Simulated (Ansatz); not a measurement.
PbSe (rock salt)

```
CELL_PARAMETERS angstrom
      0.00000     3.05080     3.05080
      3.05080     0.00000     3.05080
      3.05080     3.05080     0.00000
ATOMIC_POSITIONS crystal
  Se 0.00000 0.00000 0.00000
  Pb 0.50000 0.50000 0.50000
```

Equation-of-state scan: isotropic scaling of the cell above, V₀ being its volume. Symmetry pins the atoms to their sites.

All values below come from PBEsol (plane waves to 420 eV, PAW, scalar-relativistic; Ansatz, a first-principles code). k mesh 10×10×10 (Γ-centred), Fermi-Dirac smearing 0.05 eV. E stands for the smeared free energy. Compression counts positive. PbSe was relaxed with its symmetry unable to fall. Spin-orbit coupling is left out, though Pb is heavy. The zero of ΔE is the relaxed starting cell.

```csv
V (Å³/atom),ΔE (meV/atom)
25.555,57.4
26.029,38.7
26.502,24.0
26.975,13.2
27.449,5.7
27.922,1.4
28.395,0.0
28.868,1.2
29.341,4.8
29.815,withheld
30.288,18.5
30.761,28.2
31.234,39.6
```

Q: Fit a third-order Birch-Murnaghan form (E₀, V₀, B₀, B₀′ free) to the given rows and predict ΔE at V = 29.815.

A: Least squares on the 12 given rows: ΔE = E₀ + (9V₀B₀/16)·y²·[2 + (B₀′ − 4)y], y = (V₀/V)^(2/3) − 1, with V₀ = 28.408 Å³/atom, B₀ = 53.35 GPa (160.2 GPa = 1 eV/Å³; the term in eV is multiplied by 1000), B₀′ = 4.26, E₀ = -0.01 meV/atom; root-mean-square residual 0.02 meV/atom. At 29.815 the fit gives 10.6 meV/atom; the calculation gives 10.7 meV/atom, so the interpolation is off by -0.1 (-0.9 %). For the pressure the fit gives -2.33 GPa against the computed -2.33 GPa.

(Under strain, the slope of the energy per volume gives the stress and its curvature an elastic modulus.)
